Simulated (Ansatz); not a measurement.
Total density of states per atom from PBEsol in the plane-wave PAW code Ansatz, in 0.25 eV bins, energy from the Fermi level:

```csv
E (eV),states/eV/atom
-7.85,0.16
-7.60,0.16
-7.35,0.15
-7.10,0.15
-6.85,0.24
-6.60,0.39
-6.35,0.40
-6.10,0.24
-5.85,0.39
-5.60,0.51
-5.35,0.40
-5.10,0.33
-4.85,0.34
-4.60,0.35
-4.35,0.44
-4.10,0.53
-3.85,0.45
-3.60,0.38
-3.35,0.42
-3.10,0.40
-2.85,0.36
-2.60,0.36
-2.35,0.36
-2.10,0.37
-1.85,0.34
-1.60,0.35
-1.35,0.30
-1.10,0.20
-0.85,0.20
-0.60,0.20
-0.35,0.22
-0.10,0.18
0.15,0.10
0.40,0.07
0.65,0.11
0.90,0.13
1.15,0.17
1.40,0.23
1.65,0.17
1.90,0.17
2.15,0.20
2.40,0.23
2.65,0.26
2.90,0.39
3.15,0.38
3.40,0.36
3.65,0.38
3.90,0.26
4.15,0.23
4.40,0.24
4.65,0.31
```

### Question
Pick the material that matches.
A) SiC2, P4_2/mmc (Si on 2e, C on 4i)
B) SiGe, Pmma (Si on 2e, Ge on 2f)
C) AlV2C, P6_3/mmc (Al on 2d, V on 4f, C on 2a)
D) FeSi2, P4/mmm (Fe on 1a, Si on 2h)

### Answer
A, SiC2, P4_2/mmc (Si on 2e, C on 4i). Within 0.5 eV of the Fermi level: C 2p 74 %, Si 3p 20 %. Projections are on Löwdin-orthogonalised atomic valence shells; empty p or d shells of many metals are not among them.

The start of the workflow was typed in or built on a structure type; neither database checked (COD, Materials Project) lists it. Whether it is the stable phase at ambient conditions was not checked. Symmetry was held in the PBEsol relaxation; whether a distortion lowers the energy is not shown. Its formation energy is positive at this level, so the cell may be metastable or incomplete.

Potentials: the later of the program's two PAW sets.
